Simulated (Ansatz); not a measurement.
SiC:
```cif
data_C8Si8
_chemical_formula_sum 'Si8 C8'
_space_group_name_H-M_alt 'P 1'
_space_group_IT_number 1
_cell_length_a 3.07895
_cell_length_b 3.07895
_cell_length_c 20.13707
_cell_angle_alpha 90.000
_cell_angle_beta 90.000
_cell_angle_gamma 120.000
loop_
_space_group_symop_operation_xyz
  'x, y, z'
loop_
_atom_site_label
_atom_site_type_symbol
_atom_site_fract_x
_atom_site_fract_y
_atom_site_fract_z
_atom_site_occupancy
Si1 Si 0.33333 0.66667 0.25011 1
Si2 Si 0.66667 0.33333 0.75011 1
C1 C 0.33333 0.66667 0.96892 1
C2 C 0.66667 0.33333 0.46892 1
C3 C 0.00000 0.00000 0.09386 1
C4 C 0.00000 0.00000 0.59386 1
C5 C 0.33333 0.66667 0.34412 1
C6 C 0.66667 0.33333 0.84412 1
C7 C 0.33333 0.66667 0.71872 1
C8 C 0.66667 0.33333 0.21872 1
Si3 Si 0.33333 0.66667 0.62499 1
Si4 Si 0.66667 0.33333 0.12499 1
Si5 Si 0.00000 0.00000 0.00009 1
Si6 Si 0.00000 0.00000 0.50009 1
Si7 Si 0.33333 0.66667 0.87519 1
Si8 Si 0.66667 0.33333 0.37519 1
```

Relaxed with r²SCAN.

Which orbitals make up the states near the band edges in plane-wave PAW r²SCAN (Ansatz code)?

Top 1 eV of the valence band: C 2p 83 %, Si 3p 13 %. Bottom 1 eV of the conduction band: Si 3p 49 %, C 2s 25 %, C 2p 8 %, outside the projected shells 16 %. Projections are on Löwdin-orthogonalised atomic valence shells; empty p or d shells of many metals are not among them.

Tabulate the density of states.

States/eV per cell of 16 atoms, in 0.25 eV bins, energy from the valence-band maximum.

```tsv
E (eV)	total	C 2p	Si 3p	Si 3s
-7.85	5.25	2.68	0.97	1.39
-7.60	7.38	3.79	1.12	2.13
-7.35	7.95	4.04	1.10	2.30
-7.10	5.13	2.56	0.85	1.22
-6.85	4.52	2.25	0.80	0.94
-6.60	3.47	1.72	0.65	0.62
-6.35	3.08	1.54	0.60	0.48
-6.10	2.81	1.43	0.62	0.37
-5.85	2.75	1.44	0.72	0.28
-5.60	3.38	1.82	0.96	0.28
-5.35	5.70	3.14	1.67	0.44
-5.10	5.11	2.87	1.52	0.38
-4.85	5.44	3.08	1.58	0.41
-4.60	4.97	2.84	1.43	0.36
-4.35	5.76	3.35	1.71	0.38
-4.10	6.25	3.68	1.85	0.38
-3.85	6.53	3.92	1.93	0.36
-3.60	7.18	4.38	2.13	0.34
-3.35	7.16	4.47	2.15	0.29
-3.10	8.05	5.14	2.37	0.27
-2.85	8.61	5.61	2.47	0.25
-2.60	7.62	5.09	2.04	0.22
-2.35	8.43	5.75	2.26	0.18
-2.10	9.10	6.35	2.31	0.16
-1.85	8.45	6.07	2.00	0.13
-1.60	8.52	6.29	1.87	0.11
-1.35	8.25	6.27	1.66	0.08
-1.10	6.27	4.91	1.11	0.06
-0.85	4.68	3.77	0.71	0.04
-0.60	3.46	2.88	0.44	0.02
-0.35	2.69	2.32	0.26	0.01
-0.10	1.13	1.01	0.08	0.00
0.15	0.00	0.00	0.00	0.00
0.40	0.00	0.00	0.00	0.00
0.65	0.00	0.00	0.00	0.00
0.90	0.00	0.00	0.00	0.00
1.15	0.00	0.00	0.00	0.00
1.40	0.00	0.00	0.00	0.00
1.65	0.00	0.00	0.00	0.00
1.90	0.00	0.00	0.00	0.00
2.15	0.06	0.00	0.03	0.00
2.40	0.64	0.04	0.32	0.01
2.65	0.92	0.07	0.45	0.02
2.90	0.97	0.09	0.47	0.02
3.15	1.12	0.12	0.53	0.03
3.40	1.63	0.19	0.75	0.07
3.65	2.62	0.35	1.19	0.13
3.90	2.88	0.42	1.31	0.15
4.15	2.92	0.45	1.32	0.15
4.40	2.75	0.45	1.25	0.15
4.65	4.11	0.74	1.81	0.25
4.90	4.76	0.88	2.03	0.35
5.15	4.65	0.92	1.97	0.34
5.40	5.72	1.19	2.25	0.54
5.65	5.26	1.04	2.06	0.57
5.90	4.87	0.79	1.79	0.74
6.15	6.05	0.92	2.06	1.07
6.40	6.58	1.05	2.32	1.06
6.65	5.06	0.82	1.79	0.83
6.90	6.08	0.93	2.13	1.01
```

Space group P6_3mc. The workflow started from an entry of the Crystallography Open Database (COD). Its sites differ from those of the usual phase in this space group: another stacking or structure type. The cell was relaxed with r²SCAN under the symmetry of its start; of distortions, only those at the zone centre were tested.

Potentials: the later of the program's two PAW sets.
